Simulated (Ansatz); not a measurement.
Q: Cl (molecular I2 type, Cmce) is relaxed with the program Ansatz at the r²SCAN level (PAW). What lattice parameters of the conventional cell result?

A: a = 6.540 Å, b = 4.131 Å, c = 8.277 Å.

Q: Give the free coordinates with the occupied sites.

A: In one choice of origin and axes:

| atom | site | symmetry | x | y | z |
|---|---|---|---|---|---|
| Cl | 8f | m.. | 0.0000 | 0.3809 | 0.3941 |

Q: Is it a metal or does it have a gap at this level?

A: A gap of 2.64 eV, direct.

The cell was relaxed with r²SCAN under the symmetry of its start. The substance is a gas or liquid at ambient conditions; this is its low-temperature solid. A crystal of weakly bound units computed without a dispersion correction: the cell and the soft elastic constants depend strongly on that.

Potentials: the later of the program's two PAW sets.
